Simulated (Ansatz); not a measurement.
A structure of BN relaxed with PBEsol (plane waves to 420 eV, PAW, scalar-relativistic; Ansatz, a first-principles code); single points at other levels follow on the same geometry (Ansatz, PAW; HSE06 at 420 eV on a 10×10×6 k-mesh; no spin-orbit coupling). Space group P6₃mc (No. 186).

```cif
data_B2N2
_chemical_formula_sum 'B2 N2'
_space_group_name_H-M_alt 'P63mc'
_space_group_IT_number 186
_space_group_name_Hall 'P 6c -2c'
_cell_length_a 2.54101
_cell_length_b 2.54101
_cell_length_c 4.20336
_cell_angle_alpha 90.000
_cell_angle_beta 90.000
_cell_angle_gamma 120.000
loop_
_atom_site_label
_atom_site_type_symbol
_atom_site_symmetry_multiplicity
_atom_site_Wyckoff_symbol
_atom_site_fract_x
_atom_site_fract_y
_atom_site_fract_z
_atom_site_occupancy
B1 B 2 b 0.33333 0.66667 0.49983 1
N1 N 2 b 0.33333 0.66667 0.12537 1
```

```tsv
level	gap (eV)	kind	conduction minimum
PBEsol	4.96	indirect	K
HSE06	…	–	…
```

### Question
Fill in the missing entries.

### Answer

- HSE06, gap (eV): 6.52
- HSE06, conduction minimum: K

HSE06 gaps come from a coarse mesh plus a few chosen points, so they may be too large. No spin polarisation in the result.

Measured for BN: a 2.55 Å (as listed in K. Doll, J. C. Schön, M. Jansen, Physical Review B (2008)); c 4.2 Å (as listed in K. Doll, J. C. Schön, M. Jansen, Physical Review B (2008)). Computed minus measured — a: PBEsol -0.4 %; c: PBEsol +0.1 %. The computed values are for a static lattice.

The run could not lose the symmetry of its start.
